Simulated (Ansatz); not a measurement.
A distorted cell of Be (hcp, Mg type):

```
CELL_PARAMETERS angstrom
      4.52742     0.00000     0.00000
     -1.13186     1.96043     0.00000
      0.00000     0.00000     3.56389
ATOMIC_POSITIONS crystal
  Be 0.16667 0.69612 0.75000
  Be 0.66667 0.63722 0.75000
  Be 0.33333 0.30388 0.25000
  Be 0.83333 0.36278 0.25000
```

Method: r2SCAN (plane waves to 500 eV, PAW, scalar-relativistic; Ansatz, a first-principles code). k mesh 23×23×13 (Γ-centred), Fermi-Dirac smearing 0.05 eV. Compression counts positive. With partly filled bands, energies and forces of such displacements shift with the k mesh and the smearing. Be was relaxed with its symmetry unable to fall.

### Question
Predict the force on every atom, in eV/Å.

### Answer
| atom | Fx | Fy | Fz |
|---|---|---|---|
| Be1 | 0.344 | -0.688 | 0.000 |
| Be2 | -0.424 | 0.642 | 0.000 |
| Be3 | -0.344 | 0.688 | 0.000 |
| Be4 | 0.424 | -0.642 | 0.000 |

(A displaced cell: forces are minus the slopes of the energy, force constants its curvatures, and phonons follow from these.)
